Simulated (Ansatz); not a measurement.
A plane-wave DFT run in Ansatz 0.2.0 (scalar-relativistic PAW potentials unless the input names others): input and command.

```yaml
crystal:
  lattice:
    - [3.5882009411, 0.0, 0.0]
    - [0.0, 3.5882009411, 0.0]
    - [0.0, 0.0, 3.5882009411]
  atoms:
    - { symbol: Be, position: [0.0, 0.5, 0.5] }
    - { symbol: Be, position: [0.5, 0.0, 0.5] }
    - { symbol: Be, position: [0.5, 0.5, 0.0] }
    - { symbol: Cd, position: [0.0, 0.0, 0.0] }
kpoints:
  mp_grid: { grid: [14, 14, 14] }
hamiltonian:
  xc: rpbe
scf:
  occupations: { method: methfessel_paxton, width: 0.025 }
output:
  forces: true
  eigenvalues: true
  stress: true
```

```bash
ansatz run input.yaml --threads 1 --pin off --max-ram 2560MiB --backend cpu --events-out ev --progress --plain --runs-dir out
```

Abridged log:
```
Basis set: ecut = 420 eV, 895 PW (Γ), exchange–correlation on 48×48×48 points (8 copies of the dense FFT grid, shifted against one another)
Bands: 17, of which v1, the nominal top of the filled ones, is band 13 counted from 1 (12 counted from 0)
Symmetry: 48 space group operations
k-points: 120 of 2744
SCF iter   1: F=—  HF=-8541.755626 eV  |F-HF|=—  |Δ(HF+E_count)|=         —  Δρ=2.96e-3  dr2=6.03e-3  ethr=1.77e-3  ⟨swp⟩=5.9  Hψ=20981  notcnv=0  defer=5
automatic band count: the SCF goes on with 21 bands, as 17 were too few: the levels above may hold too much charge
SCF iter   2: F=—  HF=-8541.754490 eV  |F-HF|=—  |Δ(HF+E_count)|=   1.14e-3  S|Δr|=    0.00e0  Δρ=1.74e-3  dr2=1.61e-3  ethr=2.32e-5  ⟨swp⟩=1.6  Hψ=3641  notcnv=0  defer=185
SCF iter   3: F=—  HF=-8541.754085 eV  |F-HF|=—  |Δ(HF+E_count)|=   4.04e-4  S|Δr|=    0.00e0  Δρ=4.16e-4  dr2=8.82e-5  ethr=6.19e-6  ⟨swp⟩=2.1  Hψ=2646  notcnv=0  defer=185
SCF iter   4: F=—  HF=-8541.754594 eV  |F-HF|=—  |Δ(HF+E_count)|=   5.09e-4  S|Δr|=    0.00e0  Δρ=1.14e-4  dr2=6.95e-6  ethr=3.39e-7  ⟨swp⟩=2.1  Hψ=3237  notcnv=0  defer=185
SCF iter   5: F=—  HF=-8541.754593 eV  |F-HF|=—  |Δ(HF+E_count)|=   1.60e-6  S|Δr|=    0.00e0  Δρ=2.29e-5  dr2=1.75e-7  ethr=2.67e-8  ⟨swp⟩=2.2  Hψ=3311  notcnv=0  defer=185
SCF iter   6: F=-8541.754593 eV  HF=-8541.754593 eV  |F-HF|=1.12e-9  |Δ(HF+E_count)|=   4.86e-8  S|Δr|=    0.00e0  Δρ=3.01e-6  dr2=3.24e-9  ethr=3.85e-10  ⟨swp⟩=7.0  Hψ=8620  notcnv=0
SCF 1 converged in 6 iterations: F = -8541.754593 eV  dr2 = 3.24e-9
SCF converged after 6 iterations
Stability not checked: this state was not tested for a lower state beside it, because cold or Methfessel-Paxton smearing, or corrected tetrahedra, fill the levels in a way that the test cannot read (fill_not_monotonic; see scf.lower_state_search)
Free energy (F): -8541.754593 eV
Harris-Foulkes:  -8541.754593 eV  (|F-HF|=1.12e-9)
Internal energy: -8541.754561 eV  (E = F + TS)
E sigma→0 (E₀):  -8541.754585 eV
Entropy (-TS):   -0.000032 eV (-0.008 meV/atom)
Fermi energy:    11.733171 eV
--- Forces (eV/Å), atoms counted from 1 ---
  atom   1  Be     0.00000000     0.00000000     0.00000000
  atom   2  Be     0.00000000     0.00000000     0.00000000
  atom   3  Be     0.00000000     0.00000000     0.00000000
  atom   4  Cd     0.00000000     0.00000000     0.00000000
--- Stress (GPa, compression-positive) ---
        2.704638       0.000000       0.000000
        0.000000       2.704638       0.000000
        0.000000       0.000000       2.704638
  P = ⅓ Tr σ = 2.7046 GPa (27.046 kbar)
```

Apart from outputs, empty bands and the relaxation, which only the reference makes, the input differs from a reference run on usual settings in scf.occupations.method: "gaussian" → "methfessel_paxton"; scf.occupations.width: 0.1 → 0.025; hamiltonian.xc: "pbe" → "rpbe"; basis.ecutwfc: 420 → not typed. The reference, at the same geometry, ended its own course with pressure 0.00 GPa, largest force 0.000 eV/Å, no gap on the mesh. This run converged in 6 SCF iterations with a total energy on another zero, pressure 2.70 GPa, largest force 0.000 eV/Å, no gap on the mesh.

It took 5.6 s on 1 thread of Arm Neoverse V1, with other jobs on the host, peak memory 0.38 GiB.